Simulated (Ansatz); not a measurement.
Ba, A15: geometry optimisation

These are results of Ansatz, DFT, PBEsol, plane waves (420 eV) with PAW, scalar-relativistic, not measurements. The PAW files were generated under PBE, with cores re-solved for the functional.

k-point mesh 4×4×4, Fermi-Dirac smearing 0.1 eV, no spin polarisation. Cell and atoms relax.

Starting structure:

```yaml
crystal:
  lattice:
    - [7.9370052598, 0.0, 0.0]
    - [0.0, 7.9370052598, 0.0]
    - [0.0, 0.0, 7.9370052598]
  atoms:
    - { symbol: Ba, position: [0.0, 0.0, 0.0] }
    - { symbol: Ba, position: [0.5, 0.5, 0.5] }
    - { symbol: Ba, position: [0.25, 0.0, 0.5] }
    - { symbol: Ba, position: [0.75, 0.0, 0.5] }
    - { symbol: Ba, position: [0.5, 0.25, 0.0] }
    - { symbol: Ba, position: [0.5, 0.75, 0.0] }
    - { symbol: Ba, position: [0.0, 0.5, 0.25] }
    - { symbol: Ba, position: [0.0, 0.5, 0.75] }
hamiltonian:
  xc: pbesol
  pseudopotentials:
    kind: paw
    azcp:
      Ba: "pseudopotentials/Ba.paw.azcp"
basis:
  ecutwfc: 420
  fft_grid_basis: typed
kpoints:
  mp_grid: { grid: [4, 4, 4], shift: [0, 0, 0] }
magnetization:
  spin_polarized: false
scf:
  occupations: { method: fermi_dirac, width: 0.1 }
relax:
  max_steps: 60
  f_tol: 0.01
  cell: {}
```

What cell does the relaxation end in?

Pm-3n with a = 7.781 Å; 58.89 Å³ per atom against 62.50 at the start (-5.8 %).

How much energy does the relaxation gain?

5.0 meV per atom.

Path of the relaxation (the plane waves are chosen anew near the end, which can shift the energy a little):

| step | E − E(final) (meV/atom) | V (Å³/atom) | P (GPa) | max force (eV/Å) |
| --- | --- | --- | --- | --- |
| 0 | 5.04 | 62.500 | -0.45 | 0.000 |
| 1 | 2.63 | 61.514 | -0.33 | 0.000 |
| 2 | -0.02 | 58.887 | 0.02 | 0.000 |
| 3 | 0.00 | 58.887 | 0.02 | 0.000 |
